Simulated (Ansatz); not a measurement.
Bi (A7 type, space group R-3m)

```
Bi
1.0
    2.26684     1.30876     3.88461
   -2.26684     1.30876     3.88461
    0.00000    -2.61752     3.88461
Bi
2
Cartesian
  0.00000   0.00000   2.76432
  0.00000   0.00000   8.88950
```

Grid over V/V₀ and (c/a)/(c/a)₀, subscript 0 meaning the relaxed cell; the conventional c axis lies along z; no internal relaxation.

All values below come from PBE-D3(BJ) (plane waves to 420 eV, PAW, scalar-relativistic; Ansatz, an electronic-structure program). k mesh 13×13×13 (Γ-centred), Fermi-Dirac smearing 0.05 eV. Stress and pressure are positive under compression. As the atoms are clamped, bonds stretch with the cell, which overstates energies and stresses. With partly filled bands, the response to shear is sensitive to the k mesh, so small differences along c/a are uncertain. Bi was relaxed with its symmetry unable to fall. Spin-orbit coupling is left out, though Bi is heavy. The PAW data are Ansatz's earlier set.

At one point of the scan the stress tensor (GPa) is:

```
   -3.3      0.0      0.0
    0.0     -3.3      0.0
    0.0      0.0     -3.0
```

Which point is it?
A. V/V₀ = 1.080, (c/a)/(c/a)₀ = 1.000
B. V/V₀ = 1.040, (c/a)/(c/a)₀ = 0.920
C. V/V₀ = 1.080, (c/a)/(c/a)₀ = 1.080
D. V/V₀ = 1.040, (c/a)/(c/a)₀ = 1.080

A, V/V₀ = 1.080, (c/a)/(c/a)₀ = 1.000

(Under strain, the slope of the energy per volume gives the stress and its curvature an elastic modulus.)
